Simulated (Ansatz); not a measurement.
C:
Space group Fmmm (No. 69); a = 2.456 Å, b = 4.253 Å, c = 7.153 Å, α = β = γ = 90.00°

| atom | site | symmetry | x | y | z |
|---|---|---|---|---|---|
| C | 8h | m2m | 0.0000 | 0.1667 | 0.0000 |
(The calculation used a cell of 2 atoms; values per cell refer to that cell.)

Relaxed with r²SCAN.

Q: Which orbitals make up the states near the Fermi level in DFT-r²SCAN in the program Ansatz with PAW potentials?

A: Within 0.5 eV of the Fermi level: C 2p 99 %. Projections are on Löwdin-orthogonalised atomic valence shells; empty p or d shells of many metals are not among them.

Q: Tabulate the density of states.

A: States/eV per cell of 2 atoms, in 0.25 eV bins, energy from the Fermi level.

| E (eV) | total | C 2p | C 2s |
|---|---|---|---|
| -7.85 | 0.62 | 0.56 | 0.05 |
| -7.60 | 0.69 | 0.64 | 0.04 |
| -7.35 | 0.78 | 0.74 | 0.04 |
| -7.10 | 0.84 | 0.80 | 0.04 |
| -6.85 | 1.09 | 1.05 | 0.03 |
| -6.60 | 0.88 | 0.84 | 0.03 |
| -6.35 | 0.70 | 0.67 | 0.02 |
| -6.10 | 0.72 | 0.69 | 0.02 |
| -5.85 | 0.64 | 0.62 | 0.02 |
| -5.60 | 0.62 | 0.60 | 0.02 |
| -5.35 | 0.63 | 0.61 | 0.01 |
| -5.10 | 0.58 | 0.57 | 0.01 |
| -4.85 | 0.56 | 0.55 | 0.01 |
| -4.60 | 0.55 | 0.54 | 0.01 |
| -4.35 | 0.54 | 0.53 | 0.01 |
| -4.10 | 0.53 | 0.52 | 0.00 |
| -3.85 | 0.53 | 0.52 | 0.00 |
| -3.60 | 0.52 | 0.52 | 0.00 |
| -3.35 | 0.50 | 0.50 | 0.00 |
| -3.10 | 0.36 | 0.35 | 0.00 |
| -2.85 | 0.39 | 0.39 | 0.00 |
| -2.60 | 0.48 | 0.48 | 0.00 |
| -2.35 | 0.39 | 0.39 | 0.00 |
| -2.10 | 0.31 | 0.31 | 0.00 |
| -1.85 | 0.24 | 0.23 | 0.00 |
| -1.60 | 0.19 | 0.18 | 0.00 |
| -1.35 | 0.15 | 0.15 | 0.00 |
| -1.10 | 0.12 | 0.12 | 0.00 |
| -0.85 | 0.09 | 0.09 | 0.00 |
| -0.60 | 0.06 | 0.06 | 0.00 |
| -0.35 | 0.03 | 0.03 | 0.00 |
| -0.10 | 0.01 | 0.01 | 0.00 |
| 0.15 | 0.01 | 0.01 | 0.00 |
| 0.40 | 0.03 | 0.03 | 0.00 |
| 0.65 | 0.07 | 0.07 | 0.00 |
| 0.90 | 0.10 | 0.10 | 0.00 |
| 1.15 | 0.16 | 0.15 | 0.00 |
| 1.40 | 0.24 | 0.24 | 0.00 |
| 1.65 | 0.34 | 0.33 | 0.00 |
| 1.90 | 0.52 | 0.50 | 0.00 |
| 2.15 | 0.38 | 0.37 | 0.00 |
| 2.40 | 0.34 | 0.32 | 0.00 |
| 2.65 | 0.30 | 0.28 | 0.00 |
| 2.90 | 0.27 | 0.26 | 0.00 |
| 3.15 | 0.25 | 0.24 | 0.00 |
| 3.40 | 0.24 | 0.23 | 0.00 |
| 3.65 | 0.22 | 0.21 | 0.00 |
| 3.90 | 0.22 | 0.20 | 0.00 |
| 4.15 | 0.24 | 0.20 | 0.00 |
| 4.40 | 0.25 | 0.19 | 0.00 |
| 4.65 | 0.25 | 0.18 | 0.00 |

The workflow started from an entry of the Crystallography Open Database (COD), which files this formula under 8 space groups. It is not the phase usual at ambient conditions (space group No. 194, 227). The cell keeps a stress of up to 0.2 GPa. The r²SCAN relaxation kept the symmetry of its start; its stability against distortions is not shown here. A crystal of weakly bound layers computed without a dispersion correction: the cell and the soft elastic constants depend strongly on that.

Potentials: the later of the program's two PAW sets.
